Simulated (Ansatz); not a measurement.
Single point in Ansatz 0.2.0 with r2SCAN, no spin polarisation. Cutoff 500 eV, PAW datasets, 7×7×12 Γ-centred k mesh, gaussian filling (width 0.0551 eV).

Computed maps in the lattice plane spanned by a (left to right, 6.00 Å, 18 points from zero) and c (bottom to top, 2.85 Å, 9 points from zero), 90° apart, at height 0.000 along b. The fields are smooth PAW ones with compensation charges, not the true ones near nuclei.

Valence density. Digits on a logarithmic scale: 0 up to 0.03 e/Å³, each further digit a factor of 1.6, 9 from 1.3 e/Å³ up:
```
678999975555555666
777999865678766667
567776555899986666
246665446999996664
246665446999996664
567776555899986666
777999865678766667
678999975555555666
668999975555555666
```

The cell is SiNi$_{6}$B$_{2}$. Which atoms lie within 0.2 Å of this plane, and where (fractions of a and c)?

Si at (0.00, 0.50), Ni at (0.61, 0.50), Ni at (0.25, 0.00). The whole cell:
```
Si B Ni
1.0
     6.00202    0.00000    0.00000
    -3.00101    5.19790    0.00000
     0.00000    0.00000    2.84617
Si B Ni
1 2 6
Cartesian
  0.0000 0.0000 1.4231
  -0.0003 3.4654 0.0000
  3.0013 1.7325 0.0000
  3.6492 0.0000 1.4231
  1.1764 2.0376 1.4231
  -1.8246 3.1603 1.4231
  1.4825 0.0000 0.0000
  2.2598 3.9140 0.0000
  -0.7412 1.2839 0.0000
```

Origin: a known structure type with other elements, at an estimated volume, so it need not be a known compound. Caveats: no spin polarisation, so a magnetic state may lie lower; atoms or cell far from equilibrium.
